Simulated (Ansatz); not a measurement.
Molecular dynamics on a 2×2×2 supercell (16 atoms) of GaAs (zincblende), relaxed with r2SCAN. Forces come from r2SCAN in Ansatz: constant energy and volume (NVE), velocities drawn at 1300 K, steps of 2 fs. Spin polarisation is off, nuclei are classical, and the run is far too short for thermal averages.

```yaml
crystal:
  lattice:
    - [0.0, 5.6661701896, 5.6661701896]
    - [5.6661701896, 0.0, 5.6661701896]
    - [5.6661701896, 5.6661701896, 0.0]
  atoms:
    - { symbol: Ga, position: [0.0, 0.0, 0.0] }
    - { symbol: As, position: [0.125, 0.125, 0.125] }
    - { symbol: Ga, position: [0.0, 0.0, 0.5] }
    - { symbol: As, position: [0.125, 0.125, 0.625] }
    - { symbol: Ga, position: [0.0, 0.5, 0.0] }
    - { symbol: As, position: [0.125, 0.625, 0.125] }
    - { symbol: Ga, position: [0.0, 0.5, 0.5] }
    - { symbol: As, position: [0.125, 0.625, 0.625] }
    - { symbol: Ga, position: [0.5, 0.0, 0.0] }
    - { symbol: As, position: [0.625, 0.125, 0.125] }
    - { symbol: Ga, position: [0.5, 0.0, 0.5] }
    - { symbol: As, position: [0.625, 0.125, 0.625] }
    - { symbol: Ga, position: [0.5, 0.5, 0.0] }
    - { symbol: As, position: [0.625, 0.625, 0.125] }
    - { symbol: Ga, position: [0.5, 0.5, 0.5] }
    - { symbol: As, position: [0.625, 0.625, 0.625] }
kpoints:
  mp_grid: { grid: [2, 2, 2] }
hamiltonian:
  xc: r2scan
scf:
  occupations: { method: fermi_dirac, width: 0.112 }
md:
  ensemble: nve
  temperature: 1300
  timestep: 2.0
  n_steps: 40
  initial_velocities: maxwell_boltzmann
  seed: 7391
```

Command: `ansatz run input.yaml --threads 4 --pin off --max-ram 3686MiB --backend cpu --events-out ev --progress --plain --runs-dir out`.

Task: It ran on 4 threads of Arm Neoverse V2 (shared host). About how long did it take, and how much host memory at the peak?

Result: About 6.7 min, with a peak of 2.5 GiB.

```
step  t (fs)  T (K)  free energy F from step 0 (meV/atom)  kinetic energy (meV/atom)  largest force (eV/Å)
   0       0   1300                                   0.0                      157.5                  0.00
   1       2   1292                                   1.0                      156.5                  0.25
   2       4   1267                                   4.1                      153.5                  0.48
   3       6   1226                                   9.0                      148.6                  0.71
   4       8   1172                                  15.6                      142.0                  0.94
   5      10   1105                                  23.7                      133.9                  1.15
   6      12   1029                                  33.0                      124.7                  1.35
   7      14    945                                  43.1                      114.5                  1.54
   8      16    857                                  53.8                      103.8                  1.72
   9      18    767                                  64.7                       93.0                  1.89
  10      20    679                                  75.4                       82.3                  2.03
  11      22    595                                  85.6                       72.1                  2.16
  12      24    519                                  94.9                       62.8                  2.27
  13      26    451                                 103.1                       54.7                  2.36
  14      28    395                                 109.9                       47.9                  2.43
  15      30    351                                 115.2                       42.6                  2.47
  16      32    321                                 118.9                       38.9                  2.49
  17      34    305                                 120.9                       36.9                  2.49
  18      36    301                                 121.3                       36.5                  2.47
  19      38    311                                 120.1                       37.7                  2.43
  20      40    332                                 117.6                       40.2                  2.38
  21      42    363                                 113.8                       43.9                  2.31
  22      44    402                                 109.0                       48.7                  2.22
  23      46    448                                 103.5                       54.3                  2.13
  24      48    498                                  97.3                       60.4                  2.03
  25      50    552                                  90.8                       66.9                  1.92
  26      52    607                                  84.1                       73.5                  1.83
  27      54    661                                  77.5                       80.1                  1.77
  28      56    714                                  71.1                       86.5                  1.70
  29      58    763                                  65.1                       92.5                  1.62
  30      60    808                                  59.7                       98.0                  1.53
  31      62    848                                  54.9                      102.8                  1.43
  32      64    881                                  50.8                      106.8                  1.31
  33      66    907                                  47.7                      109.9                  1.19
  34      68    926                                  45.4                      112.2                  1.05
  35      70    936                                  44.2                      113.4                  0.98
  36      72    938                                  44.0                      113.6                  1.01
  37      74    931                                  44.8                      112.8                  1.02
  38      76    915                                  46.7                      110.9                  1.07
  39      78    891                                  49.7                      107.9                  1.12
  40      80    858                                  53.6                      104.0                  1.17
```

The temperature starts at 1300 K, is lowest at step 18 (301 K, 36 fs) and ends at 858 K. The atoms start on their lattice sites with kinetic energy alone, so much of it first passes into potential energy. The conserved energy stays within 0.24 meV an atom. By the last step the atoms have moved 0.22 Å in the root mean square, the drift of the whole cell taken out, 0.33 Å at most.

Positions (Å) and forces (eV/Å) at step 40:
```
Ga  -0.027  -0.145   0.023     0.913  -0.330  -0.360
As   1.419   1.352   1.343    -0.283   0.080   0.086
Ga   2.563   2.918  -0.163     0.864  -0.772   0.021
As   4.145   4.125   1.295    -0.158   0.129   0.451
Ga   2.999   0.109   2.763     0.252  -0.198  -0.553
As   4.278   1.353   4.396    -0.167   0.813  -0.266
Ga   5.517   2.934   2.965     0.373   0.085  -0.087
As   7.108   4.538   4.122    -0.742  -0.771   0.230
Ga  -0.064   2.598   2.918     0.206   0.342  -0.679
As   1.459   4.055   4.136    -0.574   0.779   0.596
Ga   2.827   5.572   2.781    -0.280   0.176  -0.330
As   4.184   6.886   4.295    -0.562   0.997   0.247
Ga   2.831   2.897   5.724     0.945   0.298   0.092
As   4.490   4.297   7.093    -0.811  -0.517   0.160
Ga   5.821   5.845   5.760    -0.032  -0.164   0.004
As   7.098   7.334   7.217     0.057  -0.947   0.388
```
